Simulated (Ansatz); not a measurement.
Nb2B3:
```
Nb2B3
1.0
    1.65373    -9.74547     0.00000
    1.65373     9.74547     0.00000
    0.00000     0.00000     3.12845
Nb B
4 6
Direct
  0.56890   0.43110   0.25000
  0.43110   0.56890   0.75000
  0.29748   0.70252   0.25000
  0.70252   0.29748   0.75000
  0.97709   0.02291   0.25000
  0.02291   0.97709   0.75000
  0.88434   0.11566   0.25000
  0.11566   0.88434   0.75000
  0.16506   0.83494   0.25000
  0.83494   0.16506   0.75000
```

Relaxed with r²SCAN. Special points in fractions of this cell's reciprocal vectors: Γ (0.000, 0.000, 0.000); Y (-0.500, 0.500, 0.000); C0 (-0.257, 0.743, 0.000); Σ0 (0.257, 0.257, 0.000); Z (0.000, 0.000, 0.500); A0 (0.257, 0.257, 0.500); E0 (-0.257, 0.743, 0.500); T (-0.500, 0.500, 0.500); S (0.000, 0.500, 0.000); R (0.000, 0.500, 0.500).

### Question
List the band energies nearest the Fermi level at these points for the program Ansatz at the r²SCAN level (PAW).

### Answer
In eV from the Fermi level; about four levels below and three above (degenerate sets whole), none deeper than 8.9 eV; points with the same levels are listed once.

| k | below | above |
|---|---|---|
| Γ | -3.77 -3.52 -3.47 -2.04 | 0.42 0.65 0.81 |
| Y | -3.88 -3.87 -3.71 -3.54 -1.96 | 0.55 0.78 0.78 |
| C0 | -1.45 -1.03 -0.91 -0.75 | 0.45 0.84 1.15 |
| Z | -1.85 -1.85 -0.44 -0.44 | 0.34 0.34 1.70 1.70 |
| A0 | -3.68 -3.68 -1.63 -1.63 | 2.42 2.42 3.08 3.08 |
| T | -1.36 -1.36 -1.15 -1.15 | 0.27 0.27 1.64 1.64 |
| S | -1.51 -1.32 -0.65 -0.60 | 0.09 1.10 1.26 |
| R | -3.68 -3.68 -1.62 -1.62 | 2.44 2.44 3.08 3.08 |

Space group Cmcm. The workflow started from a Materials Project entry (that database holds measured and hypothetical structures alike); the Crystallography Open Database copy checked does not list it. Whether it is the stable phase at ambient conditions was not checked. Symmetry was held in the r²SCAN relaxation; whether a distortion lowers the energy is not shown. The run is not spin-polarised. Scalar-relativistic: spin–orbit coupling is off unless named, which matters more the heavier the elements.

Potentials: the later of the program's two PAW sets.
